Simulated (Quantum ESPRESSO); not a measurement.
```
GaSb
1.0
    0.00000     2.96528     2.96528
    2.96528     0.00000     2.96528
    2.96528     2.96528     0.00000
Ga Sb
1 1
Cartesian
  0.00000   0.00000   0.00000
  1.48264   1.48264   1.48264
```

The PBEsol cell relaxed from Materials Project entry mp-1156 was given an isotropic strain of -3 % on all lattice vectors, and the atoms were relaxed again.

Task: What does PBE (stringent potentials; Quantum ESPRESSO, PseudoDojo norm-conserving, 114 Ry, scalar-relativistic) give for the electronic structure near the Fermi level?

Result: The PBE gap is indirect, 0.62 eV, from Γ to L; the smallest direct gap is 0.73 eV. Spin-orbit coupling is left out, which matters for elements this heavy: edges can move by tenths of an eV.
